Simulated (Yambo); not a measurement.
BSE-type run in Yambo on GeO2 (rutile, space group P4_2/mnm, No. 136), at zero momentum.

Quantum ESPRESSO step (PBE, PseudoDojo standard norm-conserving files, scalar-relativistic):
```
&CONTROL
  calculation = 'nscf'
  pseudo_dir = './pseudo'
  outdir = './out'
/
&SYSTEM
  ibrav = 0
  nat = 6
  ntyp = 2
  ecutwfc = 84.0
  ecutrho = 336.0
  occupations = 'fixed'
  force_symmorphic = .true.
  nbnd = 51
/
&ELECTRONS
  conv_thr = 6.000000000000001e-09
  diago_full_acc = .true.
  diago_thr_init = 1e-08
/
ATOMIC_SPECIES
O 15.9990 O.upf
Ge 72.6300 Ge.upf
CELL_PARAMETERS angstrom
  4.423375315000   0.000000000000   0.000000000000
  0.000000000000   4.423375315000   0.000000000000
  0.000000000000   0.000000000000   2.883398624000
ATOMIC_POSITIONS crystal
O   0.806356707200   0.193669850900   0.500000000000
O   0.193669850900   0.806356707200   0.500000000000
O   0.306356707200   0.306356707200   0.000000000000
O   0.693669850900   0.693669850900   0.000000000000
Ge   0.500013279050   0.500013279050   0.500000000000
Ge   0.000013279050   0.000013279050   0.000000000000
K_POINTS automatic
6 6 10 0 0 0
```

Yambo input:
```
rim_cut
optics
bse
bss
dipoles
RandQpts= 1000000
RandGvec= 1 Ry
FFTGvecs= 40 Ry
BSKmod= "HARTREE"
BSEmod= "resonant"
BSSmod= "hs"
BSENGexx= 15 Ry
% KfnQP_E
 1.69 | 1.0 | 1.0 |
%
% BSEQptR
 1 | 1 |
%
% BSEBands
 18 | 28 |
%
% BEnRange
 0.0 | 9.7 | eV
%
% BDmRange
 0.15 | 0.15 | eV
%
BEnSteps= 194
% BLongDir
 1.0 | 0.0 | 0.0 |
%
BSHayTrs= -0.02
BSSNEig= 24
WRbsWF
```

From the report:

The dimension is k points × valence × conduction bands = 360 × 9 × 2 = 6480.
```
  [SLEPC] Approach                          : Krylov-Schur
  [SLEPC] Number of requested eigenvalues   :  24
  [SLEPC] Number of eigenvalues        [NEV]:  24
   [K] Dimension                                    :   6480
   [K] Bands                                        :  18  28
   [K] Exchange res                                 : yes
   [K] Correlation res                              : no
   [K] W interaction is bare                        : no
   [K] RL vectors exchange                          :   407
```

Bands and orbitals come from the standard potentials; the scissor and the G0W0 gaps come from a run at the same geometry on the stringent ones, which hold whole semicore shells in the valence.

Spin-orbit coupling is not included.

Geometry relaxed with PBEsol.
